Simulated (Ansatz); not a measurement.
Ir in space group P6_3/mmc (No. 194; Ir on 2d, Ir on 4f, Ir on 4e, Ir on 4f) at seven volumes, the program Ansatz at the r²SCAN level (PAW), shape and atoms relaxed at each. One row is withheld.

```tsv
V (Å³/atom)	P (GPa)
12.936	45.23
13.362	27.37
13.789	12.45
14.215	0.00
14.642	-10.39
15.068	?
15.495	-26.18
```

### Question
Fit the shown pressures and predict the withheld one.

### Answer
P = (3/2)B₀(x^(7/2) − x^(5/2))[1 + (3/4)(B′ − 4)(x − 1)] with x = (V₀/V)^(2/3). Least squares on the six rows gives V₀ = 14.215 Å³/atom, B₀ = 378 GPa, B′ = 5.06. At V = 15.068, x = 0.9619 and P = -19.01 GPa. The run itself gave -19.02 GPa.

The start of the workflow was typed in or built on a structure type; the Crystallography Open Database copy checked does not list it. It is not the phase usual at ambient conditions (space group No. 225). Symmetry was held in the r²SCAN relaxation; its stability against distortions is not shown here. No spin polarisation was allowed. Spin–orbit coupling is left out wherever it is not named.

Potentials: the earlier of the program's two PAW sets.
